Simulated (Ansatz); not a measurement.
BeS:
```cif
data_BeS
_chemical_formula_sum 'S1 Be1'
_space_group_name_H-M_alt 'P 1'
_space_group_IT_number 1
_cell_length_a 3.27337
_cell_length_b 3.27337
_cell_length_c 3.27337
_cell_angle_alpha 60.000
_cell_angle_beta 60.000
_cell_angle_gamma 60.000
loop_
_space_group_symop_operation_xyz
  'x, y, z'
loop_
_atom_site_label
_atom_site_type_symbol
_atom_site_fract_x
_atom_site_fract_y
_atom_site_fract_z
_atom_site_occupancy
S1 S 0.00000 0.00000 0.00000 1
Be1 Be 0.50000 0.50000 0.50000 1
```

Relaxed with PBE. 

### Question
HSE06 on this cell (Ansatz, a program for electronic structure, PAW) gives a gap of 1.73 eV. What does PBE give?

### Answer
0.97 eV.

Cost on shared cores: the PBE run (SCF on a 10×10×10 mesh, then bands and DOS) around 4 core-seconds (rough), the HSE06 run (SCF on 8×8×8, then a few points) about 70 core-seconds (a rough figure); the tasks are unlike.

Space group Fm-3m (rock salt). A made-up cell: these elements were put on the sites of a structure type; neither database checked (COD, Materials Project) lists it. COD files the formula under space group No. 216, so this cell is another polymorph or a model. Whether it is the stable phase at ambient conditions was not checked. The PBE relaxation kept the symmetry of its start. At this level the phase is dynamically unstable (imaginary phonons).

Potentials: the later of the program's two PAW sets.

Ansatz is a plane-wave DFT program.
